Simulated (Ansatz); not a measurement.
Antifluorite Mg2C, relaxed with r2SCAN: the symmetry is Fm-3m (No. 225, cubic); a = 5.422 Å in the conventional setting, 13.28 Å³ an atom. C is surrounded by 8 Mg at 2.35 Å; Mg is surrounded by 4 C at 2.35 Å. One-shot G0W0@PBE in the plane-wave code Ansatz on a 4×4×4 mesh (contour deformation, no spin-orbit coupling), from a PBE gap of 0.700 eV over the mesh points (the G0W0 gap is indirect on the mesh); the number N of bands summed and the screening cutoff rise together. Note: simulated data, non-magnetic, for a generated structure that need not be the stable one.

```tsv
N	cutoff (eV)	1000/N	G0W0 gap (eV)
76	80	13.158	0.979
161	140	6.211	1.161
```

Lay a straight line in 1000/N through these rows.
The slope is -0.0262 eV per unit of 1000/N and the intercept 1.324 eV.

Predict the gap at N = 287 (210 eV).
1.324 + (-0.0262) × 3.484 = 1.233 eV; the run gives 1.245 eV, +0.012 eV from the line.

With that run's result added, what limit do the last two rows suggest?
Their slope is (1.245 − 1.161)/(3.484 − 6.211) = -0.0308, which meets 1/N = 0 at 1.35 eV, against 1.324 eV from the first line. The slope steepens, so 1/N isn't yet asymptotic and the true limit probably lies higher still; the k mesh isn't extrapolated.
